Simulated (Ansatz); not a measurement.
Computed with DFT PBE, scalar-relativistic, plane waves, PAW in Ansatz 0.2.0. All cells share a 420 eV cutoff and Γ-centred k meshes spaced at most about 0.3 Å⁻¹ (about 0.25 or finer for metals, 2π included). No spin polarisation in the final relaxations.

Temperature and zero-point effects are left out.

Compare these two cells of NaW, each relaxed at this level.

A.

```cif
data_structure
_symmetry_space_group_name_H-M 'P6_3/mmc'
_symmetry_Int_Tables_number 194
_cell_length_a 2.7672
_cell_length_b 2.7672
_cell_length_c 11.4120
_cell_angle_alpha 90.000
_cell_angle_beta 90.000
_cell_angle_gamma 120.000
_cell_volume 75.68
loop_
_atom_site_label
_atom_site_type_symbol
_atom_site_symmetry_multiplicity
_atom_site_Wyckoff_symbol
_atom_site_fract_x
_atom_site_fract_y
_atom_site_fract_z
_atom_site_occupancy
Na1 Na 2 a 0.00000 0.00000 0.00000 1
W1 W 2 c 0.33333 0.66667 0.25000 1
```

B.

```cif
data_structure
_symmetry_space_group_name_H-M 'P6/mmm'
_symmetry_Int_Tables_number 191
_cell_length_a 2.7543
_cell_length_b 2.7543
_cell_length_c 5.9385
_cell_angle_alpha 90.000
_cell_angle_beta 90.000
_cell_angle_gamma 120.000
_cell_volume 39.02
loop_
_atom_site_label
_atom_site_type_symbol
_atom_site_symmetry_multiplicity
_atom_site_Wyckoff_symbol
_atom_site_fract_x
_atom_site_fract_y
_atom_site_fract_z
_atom_site_occupancy
Na1 Na 1 b 0.00000 0.00000 0.50000 1
W1 W 1 a 0.00000 0.00000 0.00000 1
```

Task: Which is lower in energy, and by how much?

Result: A is lower, by 120 meV/atom. A has space group P6_3/mmc (No. 194), 18.9 Å³/atom and no gap on its mesh; B has space group P6/mmm (No. 191), 19.5 Å³/atom and no gap. Counting all near atoms (those within 1.25 times the shortest distance at each site; a plus sign parts nearer from farther groups), A has Na 6+6, W 6+6 and B has Na 8, W 8. The denser one is the lower, and pressure would at first widen the difference. Even the lower one lies +1.00 eV/atom against the reference forms of the elements (uncorrected), so neither is stable at this level. In A, Na is surrounded by 6 Na at 2.77 Å and 6 W at 3.27 Å; W has 6 W at 2.77 Å and 6 Na at 3.27 Å. In B, around Na lie 6 Na at 2.75 Å and 2 W at 2.97 Å; around W lie 6 W at 2.75 Å and 2 Na at 2.97 Å. Both come from invented guesses.

Spin–orbit coupling, which can matter for W, is left out. Cells relaxed within their symmetry can be saddle points.
